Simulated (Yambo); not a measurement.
G0W0@LDA for SrNiF6 (space group R-3m, No. 166) in Yambo (2×2×2 mesh, 7 Ry block, plasmon pole, screening fixed), without a terminator:

```
bands N in G  gap F → Γ (eV)  shift of the valence edge (eV)
------------  --------------  ------------------------------
71                     3.947                          -0.699
106                    3.928                          -0.831
156                    3.909                          -0.932
```

**Question.** Extrapolate both columns to infinite N with E(N) = E∞ + A/N, test the form, and compare with the terminator.

**Answer.** From two points, E∞ = (N2 E2 − N1 E1)/(N2 − N1). The two largest N give 3.87 eV for the gap and -1.15 eV for the shift; the two smallest give 3.89 eV and -1.10 eV. For the gap the slopes A are 4.1 and 6.3 eV: the form isn't reached, and its limit is uncertain. For the shift the slopes A are 28 and 33 eV: the form isn't reached, and its limit is uncertain. With the Bruneval-Gonze terminator and 156 bands the run gives 3.90 eV and -1.15 eV, 0.03 eV and 0.00 eV from the extrapolated values: the terminator too is an estimate of the remainder. Block, mesh and the bands in W are held fixed.

Geometry of the Materials Project entry, not relaxed at this level; primitive cell a = 4.656 Å, b = 4.656 Å, c = 4.656 Å, α = 99.44°, β = 99.44°, γ = 99.44°.

The runs are not spin-polarised; magnetic order was not tried.

A shift is the quasiparticle energy of the state minus its LDA energy.
